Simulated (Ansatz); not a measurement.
AlNi in space group Fd-3m (No. 227; Ni on 8b, Al on 8a) under volume change, PBEsol in the plane-wave PAW code Ansatz, scaled uniformly.

```
V (Å³/atom)  E − E(relaxed) (meV/atom)     P (GPa)
-----------  -------------------------  ----------
10.986                            57.9       18.59
11.348                      (withheld)  (withheld)
11.710                      (withheld)  (withheld)
12.072                             0.0        0.01
12.434                             5.1       -4.43
12.796                            19.5       -8.20
13.159                            41.8      -11.41
```

Question: Some entries are withheld; supply them.

Answer: 
- 11.710, E − E(relaxed) (meV/atom): 5.8
- 11.710, P (GPa): 5.23
- 11.348, E − E(relaxed) (meV/atom): 24.3
- 11.348, P (GPa): 11.36

Question: What does a third-order Birch–Murnaghan fit give for V₀, B₀ and B′?

Answer: V₀ = 12.07 Å³/atom, B₀ = 160 GPa, B′ = 4.4.

The start of the workflow was typed in or built on a structure type; neither database checked (COD, Materials Project) lists it. It is not the phase usual at ambient conditions (space group No. 221). The cell was relaxed with PBEsol under the symmetry of its start. At this level the phase is mechanically unstable. The workflow began spin-polarised and lost its moments.

Potentials: the earlier of the program's two PAW sets. The files were generated under PBE; for other functionals the program regenerates the frozen cores, and for LDA and PBEsol the local potential too.
